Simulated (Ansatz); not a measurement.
Consider the following.

PtS2:
```cif
data_Pt3S6
_chemical_formula_sum 'Pt3 S6'
_space_group_name_H-M_alt 'R3m :H'
_space_group_IT_number 160
_space_group_name_Hall 'R 3 -2"'
_cell_length_a 3.43445
_cell_length_b 3.43445
_cell_length_c 14.66488
_cell_angle_alpha 90.000
_cell_angle_beta 90.000
_cell_angle_gamma 120.000
loop_
_atom_site_label
_atom_site_type_symbol
_atom_site_symmetry_multiplicity
_atom_site_Wyckoff_symbol
_atom_site_fract_x
_atom_site_fract_y
_atom_site_fract_z
_atom_site_occupancy
Pt1 Pt 3 a 0.00000 0.00000 0.00240 1
S1 S 3 a 0.00000 0.00000 0.76064 1
S2 S 3 a 0.00000 0.00000 0.57026 1
```
(The calculation used a cell of 3 atoms; values per cell refer to that cell.)

This is the LDA-relaxed structure.

Q: All from LDA (plane waves, PAW; program Ansatz), unless another level is named. Give the electronic character.

A: metallic (no gap).

Q: And the density of states at the Fermi level?

A: 0.43 states/eV per atom (mean over ±0.08 eV).

Q: And the formation energy from the elements (no fitted shifts)?

A: 0.052 eV/atom.

The cell is a constructed one: a structure type filled with these elements; neither database checked (COD, Materials Project) lists it. COD files the formula under space group No. 164. Whether it is the stable phase at ambient conditions was not checked. The LDA relaxation kept the symmetry of its start; whether a distortion lowers the energy is not shown. The run is not spin-polarised. A crystal of weakly bound layers computed without a dispersion correction: the cell and the soft elastic constants depend strongly on that. The references are the lowest solids computed at this level, not always the standard phases. Spin–orbit coupling is left out wherever it is not named.

Potentials: the earlier of the program's two PAW sets. The files were generated under PBE; for other functionals the program regenerates the frozen cores, and for LDA and PBEsol the local potential too.
